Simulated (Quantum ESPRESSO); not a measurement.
## Mo3WSe5S3 (finding a planted mistake in a log)

Computed values, not a measurement. The program is pw.x of Quantum ESPRESSO 7.5 (plane-wave density functional theory). The cell is made up: 12 atoms on a layered 2H lattice, with randomly drawn elements, strain and displacements, not relaxed. PseudoDojo standard norm-conserving files (v0.5 for PBE, v0.4.1 for LDA and PBEsol) set the functional; there is no spin polarisation, spin-orbit coupling or dispersion term, and the masses in the input are unused placeholders.

Intended input:

```
&control calculation='scf', pseudo_dir='./dojo.nc.sr.pbe.v0_5.standard.upf', outdir='./o', disk_io='medium', tprnfor=.true., tstress=.true. /
&system ibrav=0, nat=12, ntyp=4, nbnd=83, ecutwfc=85.99341389, nosym=.true., tot_charge=0,
 occupations='smearing', smearing='fd', degauss=0.0018374661
/
&electrons conv_thr=7.350e-09, electron_maxstep=60, /
ATOMIC_SPECIES
Mo 1.0 Mo.upf
S 1.0 S.upf
Se 1.0 Se.upf
W 1.0 W.upf
CELL_PARAMETERS angstrom
3.2573 -0.0293 0.0117
-0.0507 5.5319 -0.0081
0.0468 -0.0187 13.0382
ATOMIC_POSITIONS angstrom
Mo -0.071 1.8748 3.202
Mo 1.6241 0.867 9.7962
Mo 1.5967 4.625 3.3475
W -0.041 3.7352 9.8082
Se -0.037 1.8005 8.177
Se 0.066 1.8423 11.3755
S 1.6315 0.8723 1.6329
Se 1.6569 0.9178 4.8575
S 1.6059 4.5203 8.1866
Se 1.6085 4.6176 11.3719
Se -0.0751 3.7091 1.5793
S 0.0064 3.7248 4.8852
K_POINTS automatic
7 4 2 1 1 1
```

The log is shortened where brackets say so; the opening notice, blank lines, dates and the lines on written files are dropped, and the path of the files is cut. It prints rydbergs, bohrs and kilobars, and counts compression as positive stress. Where no state is partly filled, the Fermi energy that it prints is only some level between the filled and the empty states on the mesh, and need not lie in the true gap.

Log of the intended run:

```
     Program PWSCF v.7.5
     Parallel version (MPI & OpenMP), running on       1 processor cores
     Number of MPI processes:                 1
     Threads/MPI process:                     1
     [start-up lines left out]
     bravais-lattice index     =            0
     lattice parameter (alat)  =       6.1557  a.u.
     unit-cell volume          =    1585.2729 (a.u.)^3
     number of atoms/cell      =           12
     number of atomic types    =            4
     number of electrons       =       154.00
     number of Kohn-Sham states=           83
     kinetic-energy cutoff     =      85.9934  Ry
     charge density cutoff     =     343.9737  Ry
     scf convergence threshold =      7.3E-09
     mixing beta               =       0.7000
     number of iterations used =            8  plain     mixing
     Exchange-correlation= PBE
                           (   1   4   3   4   0   0   0)
     [axes and pseudopotential details left out]
   Cartesian axes
     site n.     atom                  positions (alat units)
         1        Mo     tau(   1) = (  -0.0217962   0.5755417   0.9829766  )
         2        Mo     tau(   2) = (   0.4985798   0.2661589   3.0073191  )
         3        Mo     tau(   3) = (   0.4901683   1.4198210   1.0276434  )
         4        W      tau(   4) = (  -0.0125865   1.1466628   3.0110030  )
         5        Se     tau(   5) = (  -0.0113586   0.5527325   2.5102436  )
         6        Se     tau(   6) = (   0.0202612   0.5655646   3.4921458  )
         7        S      tau(   7) = (   0.5008515   0.2677859   0.5012812  )
         8        Se     tau(   8) = (   0.5086490   0.2817539   1.4911958  )
         9        S      tau(   9) = (   0.4929926   1.3876794   2.5131907  )
        10        Se     tau(  10) = (   0.4937907   1.4175493   3.4910406  )
        11        Se     tau(  11) = (  -0.0230548   1.1386504   0.4848267  )
        12        S      tau(  12) = (   0.0019647   1.1434701   1.4996994  )
     number of k points=    28  Fermi-Dirac smearing, width (Ry)=  0.0018
                       cart. coord. in units 2pi/alat
        k(    1) = (   0.0718770   0.0743561   0.0623084), wk =   0.0714286
        k(    2) = (   0.0723241   0.0741773  -0.0626130), wk =   0.0714286
     [further k points left out]
     Dense  grid:   170715 G-vectors     FFT dimensions: (  40,  64, 150)
     Estimated max dynamical RAM per process >     338.93 MB
     Initial potential from superposition of free atoms
     starting charge     153.9947, renormalised to     154.0000
     Starting wfcs are   97 randomized atomic wfcs
     total cpu time spent up to now is       64.7 secs
     per-process dynamical memory:   188.4 Mb
     Self-consistent Calculation
     iteration #  1     ecut=    85.99 Ry     beta= 0.70
     Davidson diagonalization with overlap
     ethr =  1.00E-02,  avg # of iterations =  2.0
     Threshold (ethr) on eigenvalues was too large:
     Diagonalizing with lowered threshold
     Davidson diagonalization with overlap
     ethr =  7.69E-04,  avg # of iterations =  2.0
     total cpu time spent up to now is      242.4 secs
     total energy              =   -1851.64645817 Ry
     estimated scf accuracy    <       1.21774613 Ry
     iteration #  2     ecut=    85.99 Ry     beta= 0.70
     Davidson diagonalization with overlap
     ethr =  7.91E-04,  avg # of iterations =  9.1
     total cpu time spent up to now is      400.4 secs
     total energy              =   -1848.97538718 Ry
     estimated scf accuracy    <      30.20931942 Ry
     [iterations 3 to 20 left out]
     iteration # 21     ecut=    85.99 Ry     beta= 0.70
     Davidson diagonalization with overlap
     ethr =  7.31E-11,  avg # of iterations =  5.2
     total cpu time spent up to now is     2814.2 secs
     total energy              =   -1852.31864396 Ry
     estimated scf accuracy    <       0.00000003 Ry
     iteration # 22     ecut=    85.99 Ry     beta= 0.70
     Davidson diagonalization with overlap
     ethr =  1.99E-11,  avg # of iterations =  3.2
     total cpu time spent up to now is     2937.6 secs
     End of self-consistent calculation
     [lines on levels left out]
     the Fermi energy is    12.5155 ev
!    total energy              =   -1852.31864395 Ry
     estimated scf accuracy    <          6.9E-09 Ry
     smearing contrib. (-TS)   =      -0.00000000 Ry
     internal energy E=F+TS    =   -1852.31864395 Ry
     The total energy is F=E-TS. E is the sum of the following terms:
     one-electron contribution =   -1095.87512691 Ry
     hartree contribution      =     600.88751151 Ry
     xc contribution           =    -356.55758035 Ry
     ewald contribution        =   -1000.77344821 Ry
     convergence has been achieved in  22 iterations
     Forces acting on atoms (cartesian axes, Ry/au):
     atom    1 type  1   force =     0.06241077   -0.01381049   -0.00738750
     atom    2 type  1   force =     0.01561735    0.00754488   -0.06679714
     atom    3 type  1   force =    -0.00379919   -0.04664012   -0.08505138
     atom    4 type  4   force =     0.01851225   -0.03385771   -0.11091216
     atom    5 type  3   force =     0.01552580    0.01539896   -0.04836784
     atom    6 type  3   force =    -0.03299322    0.00128022    0.07701433
     atom    7 type  2   force =    -0.01807503    0.00916203    0.04593833
     atom    8 type  3   force =    -0.03516227    0.04689346    0.07683359
     atom    9 type  2   force =    -0.00652230    0.02160619    0.02324351
     atom   10 type  3   force =    -0.00985052   -0.01178006    0.12392932
     atom   11 type  3   force =     0.01197218    0.02187629   -0.00134114
     atom   12 type  2   force =    -0.01763583   -0.01767364   -0.02710191
     Total force =     0.269149     Total SCF correction =     0.000462
     Computing stress (Cartesian axis) and pressure
          total   stress  (Ry/bohr**3)                   (kbar)     P=       70.58
   0.00031992   0.00010023  -0.00019185           47.06       14.74      -28.22
   0.00010023   0.00058761  -0.00009755           14.74       86.44      -14.35
  -0.00019185  -0.00009755   0.00053180          -28.22      -14.35       78.23
     init_run     :     60.10s CPU     64.63s WALL (       1 calls)
     electrons    :   2774.54s CPU   2872.94s WALL (       1 calls)
     forces       :     17.05s CPU     17.35s WALL (       1 calls)
     stress       :     66.27s CPU     68.52s WALL (       1 calls)
     [timing details left out]
     PWSCF        :  48m38.37s CPU  50m24.73s WALL
     JOB DONE.
```

A second run was made from an input with one planted mistake. Its log:

```
     Program PWSCF v.7.5
     Parallel version (MPI & OpenMP), running on       1 processor cores
     Number of MPI processes:                 1
     Threads/MPI process:                     1
     [start-up lines left out]
     bravais-lattice index     =            0
     lattice parameter (alat)  =       6.1557  a.u.
     unit-cell volume          =    1585.2729 (a.u.)^3
     number of atoms/cell      =           12
     number of atomic types    =            4
     number of electrons       =       154.00
     number of Kohn-Sham states=           83
     kinetic-energy cutoff     =      85.9934  Ry
     charge density cutoff     =     343.9737  Ry
     scf convergence threshold =      7.3E-09
     mixing beta               =       0.7000
     number of iterations used =            8  plain     mixing
     Exchange-correlation= PBE
                           (   1   4   3   4   0   0   0)
     [axes and pseudopotential details left out]
   Cartesian axes
     site n.     atom                  positions (alat units)
         1        Mo     tau(   1) = (  -0.0217962   0.5755417   0.9829766  )
         2        Mo     tau(   2) = (   0.4985798   0.2661589   3.0073191  )
         3        Mo     tau(   3) = (   0.4901683   1.4198210   1.0276434  )
         4        W      tau(   4) = (  -0.0125865   1.1466628   3.0110030  )
         5        Se     tau(   5) = (  -0.0113586   0.5527325   2.5102436  )
         6        Se     tau(   6) = (   0.0202612   0.5655646   3.4921458  )
         7        S      tau(   7) = (   0.5008515   0.2677859   0.5012812  )
         8        Se     tau(   8) = (   0.5086490   0.2817539   1.4911958  )
         9        S      tau(   9) = (   0.4929926   1.3876794   2.5131907  )
        10        Se     tau(  10) = (   0.4937907   1.4175493   3.4910406  )
        11        Se     tau(  11) = (  -0.0230548   1.1386504   0.4848267  )
        12        S      tau(  12) = (   0.0019647   1.1434701   1.4996994  )
     number of k points=     1  Fermi-Dirac smearing, width (Ry)=  0.0018
                       cart. coord. in units 2pi/alat
        k(    1) = (  -0.5022711  -0.2992086  -0.1235458), wk =   2.0000000
     Dense  grid:   170715 G-vectors     FFT dimensions: (  40,  64, 150)
     Estimated max dynamical RAM per process >     338.93 MB
     Initial potential from superposition of free atoms
     starting charge     153.9947, renormalised to     154.0000
     Starting wfcs are   97 randomized atomic wfcs
     total cpu time spent up to now is        5.0 secs
     per-process dynamical memory:   186.0 Mb
     Self-consistent Calculation
     iteration #  1     ecut=    85.99 Ry     beta= 0.70
     Davidson diagonalization with overlap
     ethr =  1.00E-02,  avg # of iterations =  2.0
     total cpu time spent up to now is       10.3 secs
     total energy              =   -1850.82026572 Ry
     estimated scf accuracy    <       2.71349877 Ry
     iteration #  2     ecut=    85.99 Ry     beta= 0.70
     Davidson diagonalization with overlap
     ethr =  1.76E-03,  avg # of iterations =  8.0
     total cpu time spent up to now is       16.7 secs
     total energy              =   -1846.13882186 Ry
     estimated scf accuracy    <      64.24507674 Ry
     [iterations 3 to 19 left out]
     iteration # 20     ecut=    85.99 Ry     beta= 0.70
     Davidson diagonalization with overlap
     ethr =  4.20E-11,  avg # of iterations =  3.0
     total cpu time spent up to now is      117.9 secs
     total energy              =   -1852.50196897 Ry
     estimated scf accuracy    <          9.1E-09 Ry
     iteration # 21     ecut=    85.99 Ry     beta= 0.70
     Davidson diagonalization with overlap
     ethr =  5.88E-12,  avg # of iterations =  5.0
     total cpu time spent up to now is      121.8 secs
     End of self-consistent calculation
     [lines on levels left out]
     the Fermi energy is    12.0084 ev
!    total energy              =   -1852.50196897 Ry
     estimated scf accuracy    <          3.1E-09 Ry
     smearing contrib. (-TS)   =      -0.00000000 Ry
     internal energy E=F+TS    =   -1852.50196897 Ry
     The total energy is F=E-TS. E is the sum of the following terms:
     one-electron contribution =   -1094.92033518 Ry
     hartree contribution      =     599.78965643 Ry
     xc contribution           =    -356.59784201 Ry
     ewald contribution        =   -1000.77344821 Ry
     convergence has been achieved in  21 iterations
     Forces acting on atoms (cartesian axes, Ry/au):
     atom    1 type  1   force =     0.04613174   -0.01459917   -0.02854043
     atom    2 type  1   force =     0.02439999   -0.04259580   -0.06145035
     atom    3 type  1   force =     0.00867594   -0.06354497   -0.10957769
     atom    4 type  4   force =     0.01912557    0.00145424   -0.14058696
     atom    5 type  3   force =     0.01318555    0.03020685   -0.10023817
     atom    6 type  3   force =    -0.03400385    0.00500589    0.12250712
     atom    7 type  2   force =    -0.00836144    0.01038070    0.00375548
     atom    8 type  3   force =    -0.03551859    0.05976259    0.12652143
     atom    9 type  2   force =    -0.00311480    0.01641057   -0.01168546
     atom   10 type  3   force =    -0.01929634   -0.01213891    0.19335619
     atom   11 type  3   force =     0.00836937    0.03740195   -0.02935203
     atom   12 type  2   force =    -0.01959315   -0.02774394    0.03529089
     Total force =     0.370138     Total SCF correction =     0.000285
     Computing stress (Cartesian axis) and pressure
          total   stress  (Ry/bohr**3)                   (kbar)     P=       96.50
   0.00025981   0.00002554  -0.00022651           38.22        3.76      -33.32
   0.00002554   0.00072385  -0.00014147            3.76      106.48      -20.81
  -0.00022651  -0.00014147   0.00098440          -33.32      -20.81      144.81
     init_run     :      4.58s CPU      4.85s WALL (       1 calls)
     electrons    :    114.50s CPU    116.78s WALL (       1 calls)
     forces       :      1.03s CPU      1.08s WALL (       1 calls)
     stress       :      3.79s CPU      4.20s WALL (       1 calls)
     [timing details left out]
     PWSCF        :   2m 4.11s CPU   2m 7.36s WALL
     JOB DONE.
```

Question: what was wrong in the second input?

Answer: the k-point mesh is too coarse. The input lines that differ, file-writing options aside:

```
- 7 4 2 1 1 1
+ 1 1 1 1 1 1
```

|  | intended run | run with the mistake |
| --- | --- | --- |
| free energy (eV) | -25202.079 | -25204.573 |
| smearing term -TS (eV) | 0.0000 | 0.0000 |
| pressure (GPa) | 7.06 | 9.65 |
| largest force component (eV/Å) | 3.186 | 4.971 |
| largest change of a force component (eV/Å) |  | 1.785 |
| iterations | 22 | 21 |

For scale, a rerun of the intended cell at a cutoff of 1467 eV and k mesh 9 x 6 x 4 moved values by no more than 0.002 eV in energy, 0.02 GPa in stress and 0.007 eV/Å in force.